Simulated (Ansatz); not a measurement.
The calculation used Ansatz 0.2.0, DFT PBE, scalar-relativistic, plane waves, PAW. All cells share a 420 eV cutoff and Γ-centred k meshes spaced at most about 0.3 Å⁻¹ (2π included). No spin polarisation in the final relaxations.

All energies are static (0 K, no zero-point motion).

Compare these two cells of Cd2HgS3, each relaxed at this level.

A. Space group P6_3mc (No. 186), hexagonal, a = 4.213 Å, c = 20.566 Å. Around Cd on its first site lie 4 S at 2.57 Å; around Cd on its second site lie 4 S at 2.57–2.58 Å; Hg has 4 S at 2.59–2.60 Å; S on its first site is surrounded by 4 Cd at 2.57 Å; S on its second site has 3 Cd at 2.57 Å and 1 Hg at 2.60 Å; 1 more site not described.

B. Space group P3m1 (No. 156), trigonal, a = 4.208 Å, c = 10.290 Å. Cd on its first site is surrounded by 4 S at 2.57 Å; Cd on its second site has 4 S at 2.57 Å; Hg is surrounded by 4 S at 2.59 Å; S on its first site is surrounded by 1 Cd at 2.57 Å and 3 Hg at 2.59 Å; around S on its second site lie 3 Cd at 2.57 Å and 1 Hg at 2.59 Å; 1 more site not described.

Problem. Which form is favoured at zero pressure, and by what margin per atom?

Solution. They are level within the accuracy (under 1 meV/atom apart). A has Cd and Hg ordered on wurtzite sites, space group P6_3mc (No. 186), 26.3 Å³/atom and a gap of 0.42 eV on its mesh; B has Cd and Hg ordered on zinc blende sites, space group P3m1 (No. 156), 26.3 Å³/atom and a gap of 0.36 eV. Both come from invented guesses.

Spin–orbit coupling, which can matter for Hg, is left out. Kohn–Sham gaps at this level usually fall short of measured ones. The missing spin–orbit coupling can work the other way here. With atoms moved at random, P3m1 came back. Other cells relaxed within their symmetry can be saddle points.
